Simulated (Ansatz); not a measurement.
Starting cell, PbS (rock salt):

```
PbS
1.0
    0.00000     3.00445     3.00445
    3.00445     0.00000     3.00445
    3.00445     3.00445     0.00000
S Pb
1 1
Cartesian
  0.00000   0.00000   0.00000
  3.00445   3.00445   3.00445
```

In this cell atom 2 (Pb, nearest neighbour S at 3.004 Å; its periodic images, 4.2 Å or more away, move with it) is moved by s towards the nearest neighbour, unit vector (-1.000, 0.000, 0.000); all other atoms and the cell stay fixed.

Method: PBE (plane waves to 420 eV, PAW, scalar-relativistic; Ansatz, an electronic-structure program). k mesh 8×8×8 (Γ-centred), Fermi-Dirac smearing 0.05 eV. The energy includes the smearing's −TS. PbS was relaxed with its symmetry unable to fall. Spin-orbit coupling is left out, though Pb is heavy. The zero of ΔE is the undisplaced structure.

```tsv
s (Å)	ΔE (meV/cell)
-0.300	30.9
-0.240	14.4
-0.180	withheld
-0.120	1.7
-0.060	0.3
0.000	0.0
0.060	0.3
0.120	1.7
0.180	withheld
0.240	14.4
0.300	30.9
```

### Question
Fit an even polynomial form (powers 2, 4) to the given rows and predict ΔE at s = -0.180.

### Answer
Least squares on the 9 given rows: ΔE = (81.35)·s² + (2913)·s⁴, in meV/cell with s in Å; root-mean-square residual 0.05 meV/cell. At -0.180 the fit gives 5.7 meV/cell; the calculation gives 5.6 meV/cell, so the interpolation is off by 0.1 (+1.8 %). The quadratic term alone would give 2.6 meV/cell.

(A displaced cell: forces are minus the slopes of the energy, force constants its curvatures, and phonons follow from these.)
